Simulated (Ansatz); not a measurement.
# Ga in Ansatz, relaxation

Run with:

```bash
ansatz run input.yaml --threads 2 --pin off --max-ram 2560MiB --backend cpu --events-out ev --progress --plain --runs-dir out
```

The input file (Ansatz 0.2.0, plane waves):

```yaml
crystal:
  lattice:
    - [0.0, 2.804961, 2.804961]
    - [2.804961, 0.0, 2.804961]
    - [2.804961, 2.804961, 0.0]
  atoms:
    - { symbol: Ga, position: [0.0, 0.0, 0.0] }
    - { symbol: Ga, position: [0.25, 0.25, 0.25] }
  symmetry: { tolerance: 0.0003 }
kpoints:
  mp_grid: { grid: [8, 8, 8], shift: [0, 0, 0] }
magnetization:
  spin_polarized: false
scf:
  occupations: { method: fermi_dirac, width: 0.0143 }
  lower_state_search: "off"
hamiltonian:
  pseudopotentials: { kind: paw }
  xc: r2scan
basis:
  ecutwfc: 500
  fft_grid_basis: typed
relax:
  max_steps: 40
  cell: { p_target: 0.0 }
output:
  forces: true
  stress: true
  eigenvalues: true
  bader: true
  populations: true
  elf: true
  write_potential: true
  volumetric_format: npy
  dos:
    e_range: [-12, 8]
    de: 0.05
    projected: { site_lists: { Ga: [Ga] } }
  write_density: true
checkpoint:
  read: saved_state
```

Origin of the cell: a known structure type with other elements, at an estimated volume, so it need not be a known compound.

The saved state is a converged single point of the same cell.

Output (shortened):

```
Pseudopotentials: kind: paw
Pseudopotential: Ga, paw, valence charge 13, recommended cutoff 500 eV (meta_gga), Ga.paw.azcp
Functional definition: r2SCAN
  exchange = r2scan_x(k0 = k0, k1 = k1, a1 = a1)
  correlation = r2scan_c
Crystal: 2 atoms, lattice volume = 44.138 Å³
Basis set: ecut = 500 eV, 1139 PW (Γ), exchange–correlation on 120×120×120 points (64 copies of the dense FFT grid, shifted against one another)
Bands: 17, of which v1, the nominal top of the filled ones, is band 13 counted from 1 (12 counted from 0)
Symmetry: 48 space group operations
Space group: Fd-3m (ITA 227), of the structure as read, at distance tolerance 1.1e-3 Å
k-points: 29 of 512
[… 4 lines left out …]
Initial density: read from a saved state, or passed on in memory by an earlier SCF of this step, an earlier step, the calling program or the single point that the run made first
Functional: x = r2scan, c = r2scan; τ floored in thin density (d = 2e-4 eV/Å³)
SCF iter   1: F=-7579.850663 eV  HF=-7579.850969 eV  Δρ=1.12e-3  dr2=1.01e-4  dr2_τ=2.51e-4
SCF iter   2: F=-7579.850688 eV  HF=-7579.850689 eV  Δρ=9.27e-5  dr2=3.46e-6  dr2_τ=1.46e-8
SCF iter   3: F=-7579.850688 eV  HF=-7579.850691 eV  Δρ=7.54e-5  dr2=1.22e-6  dr2_τ=1.03e-8
SCF iter   4: F=-7579.850690 eV  HF=-7579.850690 eV  Δρ=1.49e-5  dr2=5.39e-8  dr2_τ=2.05e-9
relax step   1: F+E_penalty+E_count = -7579.850690 eV  Δ(F+E_penalty+E_count) = +0.000e0 eV  max|allowed force component| = 1.619e-17 eV/Å  Δτ_max = 0.0000 Å  P = +4.882 GPa  Ω = 44.138 Å³  ( […]
relax step   2: F+E_penalty+E_count = -7579.897566 eV  Δ(F+E_penalty+E_count) = -4.688e-2 eV  max|allowed force component| = 1.712e-16 eV/Å  Δτ_max = 0.0000 Å  P = +1.673 GPa  Ω = 46.525 Å³ […]
relax step   3: F+E_penalty+E_count = -7579.904918 eV  Δ(F+E_penalty+E_count) = -7.351e-3 eV  max|allowed force component| = 1.804e-16 eV/Å  Δτ_max = 0.0000 Å  P = +0.220 GPa  Ω = 47.875 Å³ […]
relax step   4: F+E_penalty+E_count = -7579.904997 eV  Δ(F+E_penalty+E_count) = -7.996e-5 eV  max|allowed force component| = 1.411e-16 eV/Å  Δτ_max = 0.0000 Å  P = +0.006 GPa  Ω = 48.093 Å³ […]
relax step   5: F+E_penalty+E_count = -7579.906747 eV  Δ(F+E_penalty+E_count) = -1.750e-3 eV  max|allowed force component| = 1.342e-16 eV/Å  Δτ_max = 0.0000 Å  P = +0.033 GPa  Ω = 48.093 Å³  stress off target by 3.28e-2 GPa […]
SCF 5 converged in 7 iterations: F = -7579.906747 eV  dr2 = 1.61e-13
basis re-selected at this cell: Δ(F+E_penalty+E_count) = -1.750e-3 eV, ΔP = +0.027 GPa vs the last step (what re-selecting the basis moved, of the pressure what is left beyond the Pulay corre […]
SCF converged after 7 iterations
Free energy (F): -7579.906747 eV
Harris-Foulkes:  -7579.906747 eV  (|F-HF|=9.09e-13)
Internal energy: -7579.905863 eV  (E = F + TS)
E sigma→0 (E₀):  -7579.906305 eV
Entropy (-TS):   -0.000885 eV (-0.442 meV/atom)
Fermi energy:    6.076354 eV
--- Per-component energies (eV) ---
  E_band       = -168.319395
  E_kinetic    = 228.409692
  E_local      = -4222.415605  (includes V_loc(G=0)·N_el)
  E_nonlocal   = 846.920434
  E_hartree    = 1963.106026
  E_xc         = -124.618388
  E_vxc        = -119.263351  (∫ρ·V_xc dr)
  E_paw        = -3999.152975  (= ΣΔE_a)
  E_vpaw       = -834.922249  (= ΣTr[D̂ρ^β])
  E_aug_tail   = -0.000069  (compensation charges beyond the density's cutoff)
  E_vtau       = 6.739668  (kinetic-family band-sum trace: ∫τ·v_τ [+ j·A + Jᵃ·Aᵃ] dr)
  E_ewald      = -2270.848838
  E_core_change = -1.306140  (= ΣΔE_core)
  E_smearing   = -0.000885  (= −TS)
  Σ components = -7579.906747   (vs F -7579.906747, Δ=0.00e0)
--- Forces (eV/Å), atoms counted from 1 ---
  atom   1  Ga    -0.000000    -0.000000    -0.000000
  atom   2  Ga     0.000000     0.000000     0.000000
  max |Σ_I F_I| component: 4.63e-17 eV/Å
--- Stress (GPa, compression-positive) ---
        0.032807       0.000000       0.000000
        0.000000       0.032807       0.000000
        0.000000       0.000000       0.032807
  P = ⅓ Tr σ = 0.0328 GPa (0.328 kbar)
--- Relaxed structure (4 steps of the walk, 4 accepted, 1 SCFs on fresh bases) ---
  F+E_penalty+E_count = -7579.906747 eV   max|allowed force component| = 1.342e-16 eV/Å   (the final SCF, on the basis selected at the relaxed cell)
  cell:  # Å, volume = 48.0931 Å³
    - [0.0, 2.886363, 2.886363]
    - [2.886363, 0.0, 2.886363]
    - [2.886363, 2.886363, 0.0]
  atoms:
    - { symbol: Ga, position: [0.0, 0.0, 0.0] }
    - { symbol: Ga, position: [0.25, 0.25, 0.25] }
--- Löwdin populations: 2 sites ---
  site symbol       q [e]
     0     Ga     12.9785
     1     Ga     12.9785
  spilling = 0.001653 (of n_electrons = 26.000000)
--- Bader charges: 2 sites ---
  site symbol  charge [e]  shift [e]
     0     Ga      0.0000     0.0000
     1     Ga      0.0000     0.0000
  estimated error of the sums over rays = 7.1e-5 e
```

Before:

Space group Fd-3m (No. 227); the run's cell has a = 3.967 Å, b = 3.967 Å, c = 3.967 Å, α = 60.00°, β = 60.00°, γ = 60.00°. Shortest distances: Ga–Ga 2.43 Å.

The relaxed structure.

Space group Fd-3m (No. 227); the run's cell has a = 4.082 Å, b = 4.082 Å, c = 4.082 Å, α = 60.00°, β = 60.00°, γ = 60.00°. Shortest distances: Ga–Ga 2.50 Å.

```
Free energy lowered by  : 28.0 meV/atom
Volume change           : 8.96 %
Final pressure          : 0.03 GPa
Relaxation steps listed : 5
Gap on the mesh         : none (metal)
```

Caveats: the relaxation held the start's symmetry, so the end may be a saddle point.

The run took 22 s on 2 threads of Arm Neoverse V1, with other jobs on the host, peak memory 0.45 GiB, from a saved density.
